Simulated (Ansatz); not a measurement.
LaCoO₃:
```
LaCoO3
1.0
    3.77779     0.00000     0.00000
    0.00000     3.77779     0.00000
    0.00000     0.00000     3.77779
La Co O
1 1 3
Direct
  0.00000   0.00000   0.00000
  0.50000   0.50000   0.50000
  0.50000   0.50000   0.00000
  0.00000   0.50000   0.50000
  0.50000   0.00000   0.50000
```
The run is spin-polarised; directions of the spins, atom by atom: 0 ↑ 0 0 0.

Relaxed with PBEsol.

Task: Give the Bader charges and basin volumes of the independent atoms, PBEsol (plane waves, PAW; program Ansatz).

Result: 

```json
[
 {"atom": "La1", "Bader charge (e)": "+2.06", "Bader volume (Å³)": "16.7"},
 {"atom": "Co2", "Bader charge (e)": "+1.38", "Bader volume (Å³)": "6.9"},
 {"atom": "O3", "Bader charge (e)": "-1.15", "Bader volume (Å³)": "10.1"}
]
```

Space group Pm-3m (cubic perovskite). The workflow started from an entry of the Crystallography Open Database (COD), which files this formula under 3 space groups. Its standing as an ambient phase is unchecked. The cell was relaxed with PBEsol under the symmetry of its start; its stability against distortions is not shown here. Magnetic state: ferromagnetic, the only order run, not a proven ground state. The cell computed holds one magnetic atom, so no antiferromagnetic order was within reach. No Hubbard U is applied. Scalar-relativistic: spin–orbit coupling is off unless named, which matters more the heavier the elements.

Potentials: the later of the program's two PAW sets.
